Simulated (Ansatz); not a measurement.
# Elastic constants of VPt: input and output

These are results of DFT LDA, scalar-relativistic, plane waves, PAW in Ansatz 0.2.0, not measurements.

Launched with:
```bash
ansatz run input.yaml --threads 1 --pin off --max-ram 3072MiB --backend cpu --events-out ev --progress --plain --runs-dir out
```

Input (bare energies are in eV):
```yaml
crystal:
  lattice:
    - [2.6548819647, 0.0, 0.0]
    - [0.0, 2.6548819647, 0.0]
    - [0.0, 0.0, 3.8308134572]
  atoms:
    - { symbol: V, position: [0.5, 0.5, 0.5] }
    - { symbol: Pt, position: [0.0, 0.0, 0.0] }
basis:
  ecutwfc: 420
kpoints:
  mp_grid: { grid: [16, 16, 12] }
hamiltonian:
  xc: lda
scf:
  occupations: { method: fermi_dirac, width: 0.15 }
output:
  forces: true
  stress: true
  eigenvalues: true
elastic:
  mode: relaxed_ion
  amplitude: 0.005
```

From the output:
```
--- Elastic constants: 4 strain directions × 4 members + reference (group order 16) ---
  dense FFT box of the reference and of every strained cell: 18×18×27
  strains applied: 11, 33, 23, 12; error gains: componentwise 1.00 (the most a stress slope's error grows in a printed constant), spectral 1.41 (1 for all six strains in a standard setting)
  C = ∂σ_k/∂η_j (tension-positive GPa; Voigt order 11 22 33 23 13 12):
       586.958     84.592    183.428      0.000      0.000     -0.000
        84.592    586.958    183.428      0.000      0.000     -0.000
       183.421    183.421    468.073      0.000      0.000     -0.000
         0.000      0.000      0.000    183.151      0.000      0.000
         0.000      0.000      0.000      0.000    183.151      0.000
        -0.000     -0.000      0.000      0.000      0.000     80.077
  reference stress σ⁰ (GPa):      0.001      0.001      0.002     -0.000     -0.000     -0.000
  C* (energy form; C + prestress term) asymmetry max|C*_kj − C*_jk| = 5.123e-3 GPa — a small one proves nothing (zero by symmetry where the batch's group is 432, −43m or m−3m); a large one is finite-difference/SCF noise where every solve ...
  moduli (Voigt/Reuss/Hill, GPa): K = 282.76/282.66/282.71   G = 168.65/145.96/157.30   E = 398.07   ν = 0.265
  mechanically stable: yes (min eigenvalue of sym C = 80.08 GPa)
  strain η (Voigt 11):  stress-route row diagonal C_11 = 586.96 GPa, energy-path curvature d²(F+E_count+ΔE)/dδ²/Ω₀ = 586.99 GPa
    cells at ±δ against ±2δ: C11 587.11 and 587.56 GPa, apart by 0.08 % of the column's largest entry
         δ    σ_11 (GPa) F (eV) n_scf n_hpsi n_pw
    -1.000e-2      -6.2059      -15106.6695178       9  218324    535   relax 0 steps, max|allowed force component| 6.41e-30 eV/Å
    -5.000e-3      -3.0175      -15106.6733943       4  157402    542   relax 0 steps, max|allowed force component| 6.32e-30 eV/Å
     5.000e-3       2.8536      -15106.6734374       4  159288    546   relax 0 steps, max|allowed force component| 6.34e-30 eV/Å
     1.000e-2       5.5453      -15106.6698854       7  186682    556   relax 0 steps, max|allowed force component| 2.47e-32 eV/Å
  strain η (Voigt 33):  stress-route row diagonal C_33 = 468.07 GPa, energy-path curvature d²(F+E_count+ΔE)/dδ²/Ω₀ = 468.11 GPa
    cells at ±δ against ±2δ: C13 183.49 and 183.68 GPa, apart by 0.04 % of the column's largest entry
         δ    σ_33 (GPa) F (eV) n_scf n_hpsi n_pw
    -1.000e-2      -4.8125      -15106.6706301       9  119622    540   relax 0 steps, max|allowed force component| 3.29e-28 eV/Å
    -5.000e-3      -2.3716      -15106.6736557       4   94487    544   relax 0 steps, max|allowed force component| 2.84e-29 eV/Å
     5.000e-3       2.3095      -15106.6736699       4   94124    548   relax 0 steps, max|allowed force component| 2.52e-29 eV/Å
     1.000e-2       4.5515      -15106.6707745       7   94854    552   relax 0 steps, max|allowed force component| 3.60e-30 eV/Å
  strain η (Voigt 23):  stress-route row diagonal C_44 = 183.15 GPa, energy-path curvature d²(F+E_count+ΔE)/dδ²/Ω₀ = 183.16 GPa
    cells at ±δ against ±2δ: C44 183.14 and 183.11 GPa, apart by 0.02 % of the column's largest entry
         δ    σ_23 (GPa) F (eV) n_scf n_hpsi n_pw
    -1.000e-2      -1.8311      -15106.6731057       7  299795    544   relax 0 steps, max|allowed force component| 1.29e-29 eV/Å
    -5.000e-3      -0.9157      -15106.6742640       3  237383    544   relax 0 steps, max|allowed force component| 0.00e0 eV/Å
     5.000e-3       0.9157      -15106.6742640       3  231752    544   relax 0 steps, max|allowed force component| 0.00e0 eV/Å
     1.000e-2       1.8311      -15106.6731057       6  256586    544   relax 0 steps, max|allowed force component| 1.18e-28 eV/Å
  strain η (Voigt 12):  stress-route row diagonal C_66 = 80.08 GPa, energy-path curvature d²(F+E_count+ΔE)/dδ²/Ω₀ = 80.07 GPa
    cells at ±δ against ±2δ: C66 80.08 and 80.09 GPa, apart by 0.01 % of the column's largest entry
         δ    σ_12 (GPa) F (eV) n_scf n_hpsi n_pw
    -1.000e-2      -0.8009      -15106.6739750       7  170618    546   relax 0 steps, max|allowed force component| 6.36e-30 eV/Å
    -5.000e-3      -0.4004      -15106.6744808       3  136362    546   relax 0 steps, max|allowed force component| 4.89e-29 eV/Å
     5.000e-3       0.4004      -15106.6744808       3  133865    546   relax 0 steps, max|allowed force component| 1.23e-32 eV/Å
     1.000e-2       0.8009      -15106.6739750       6  148277    546   relax 0 steps, max|allowed force component| 5.05e-29 eV/Å
```

It took 6.7 min on 1 thread of Arm Neoverse N1, with other jobs on the host, peak memory 0.71 GiB.

In a metal, frequencies and elastic constants depend on the k mesh and the smearing, soft modes and shear constants most. Spin–orbit coupling is left out, which can shift energies with elements as heavy as these.